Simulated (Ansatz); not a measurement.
## Structure relaxation, B6O

The start is a relaxed B6O cell shaken by Gaussian noise of σ = 0.08 Å a coordinate. A full variable-cell relaxation at zero pressure is run with PBE (plane waves to 420 eV, PAW, scalar-relativistic; Ansatz, a first-principles code). First-step values are on the input's coarse k-mesh.

Ansatz input (later rounds restart from its end on a renewed k-mesh):
Ansatz 0.2 input:
```yaml
crystal:
  lattice:
    - [-2.6214363154, 2.6214363154, 2.5551875021]
    - [2.6214363154, -2.6214363154, 2.5551875021]
    - [2.6214363154, 2.6214363154, -2.5551875021]
  atoms:
    - { symbol: B, position: [0.500798225, 0.5089550894, 0.0028701021] }
    - { symbol: B, position: [0.79919688, 0.5697921622, 0.8040899567] }
    - { symbol: B, position: [0.7558972414, 0.9599424707, 0.2072686603] }
    - { symbol: B, position: [0.0464366093, 0.2679433759, 0.7718015182] }
    - { symbol: B, position: [0.4538009035, 0.2453412453, 0.2150116279] }
    - { symbol: B, position: [0.7652370577, 0.2668324385, 0.5117271276] }
    - { symbol: O, position: [-0.0008658613, -0.0165549443, -0.0191552517] }
basis: { ecutwfc: 420, ecutrho_ratio: 4, xc_grid: 2, fft_grid_basis: typed }
kpoints: { mp_grid: { grid: [6, 6, 6] } }
hamiltonian:
  xc: pbe
  dispersion: none
  pseudopotentials: { kind: paw }
scf: { occupations: { method: fermi_dirac, width: 0.05 } }
relax: { f_tol: 0.01, max_steps: 100, cell: { stress_tol: 0.02 } }
output: { forces: true, stress: true }
```

```yaml
initial_pressure: "+4 GPa (positive: the cell is compressed)"
energy_released: 0.38 eV/atom
volume_change: +8.6 %, from 10.03 to 10.89 Å³/atom
relative_to_the_parent: "It does not go back: it reaches Cm (No. 8), 0.27 eV/atom below the parent"
Shortest distances (start → end): "The closest pairs of elements (up to four, under 3.6 Å), start → end: B–B 1.42 → 1.59 Å; B–O 1.52 → 1.46 Å"
optimiser_moves: 28
```

The end point of the relaxation:

```cif
data_B12O2
_chemical_formula_sum 'B12 O2'
_space_group_name_H-M_alt 'Cm'
_space_group_IT_number 8
_space_group_name_Hall 'C -2y'
_cell_length_a 7.17029
_cell_length_b 5.00226
_cell_length_c 5.19948
_cell_angle_alpha 90.000
_cell_angle_beta 125.138
_cell_angle_gamma 90.000
loop_
_atom_site_label
_atom_site_type_symbol
_atom_site_symmetry_multiplicity
_atom_site_Wyckoff_symbol
_atom_site_fract_x
_atom_site_fract_y
_atom_site_fract_z
_atom_site_occupancy
B1 B 2 a 0.00833 0.00000 0.47303 1
B2 B 4 b 0.44059 0.29835 0.70233 1
B3 B 2 a 0.28386 0.00000 0.61334 1
B4 B 2 a 0.33005 0.50000 0.07948 1
B5 B 2 a 0.05408 0.50000 0.84769 1
O1 O 2 a 0.92274 0.00000 0.89077 1
```
(The calculation used a cell of 7 atoms; values per cell refer to that cell.)

Final values are on a 12×12×11 k-mesh of the relaxed cell. No spin polarisation in the result.

The relaxed structure here is a generated cell of B6O: the first start was made by a random draw of sites in a space group, and the end was not matched to a known phase here, so it may be hypothetical.
